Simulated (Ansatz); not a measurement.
Be2B (fluorite or antifluorite type, Fm-3m), the program Ansatz at the PBE level (PAW), all energies at zero smearing, with the estimated change up to a 700 eV cutoff added, with one set of potentials and settings (totals compare only within such a set). Cell of 3 atoms (2 Be, 1 B): -341.321 eV.

```csv
element,reference phase,E (eV/atom)
Be,"P6_3/mmc, 2 atoms in the cell",-92.7620
B,"R-3m, 12 atoms in the cell",-155.9161
```

Formation energy per atom, worked out: (-341.321 − 2×(-92.7620) − 1×(-155.9161))/3 = 0.040 eV/atom (4 kJ per mol of atoms), at 0 K, without zero-point energy or fitted corrections.

The workflow started from an entry of the Crystallography Open Database (COD). Whether it is the stable phase at ambient conditions was not checked. The PBE relaxation kept the symmetry of its start; whether a distortion lowers the energy is not shown. The references are the lowest solids computed at this level, not always the standard phases.

Potentials: the later of the program's two PAW sets.
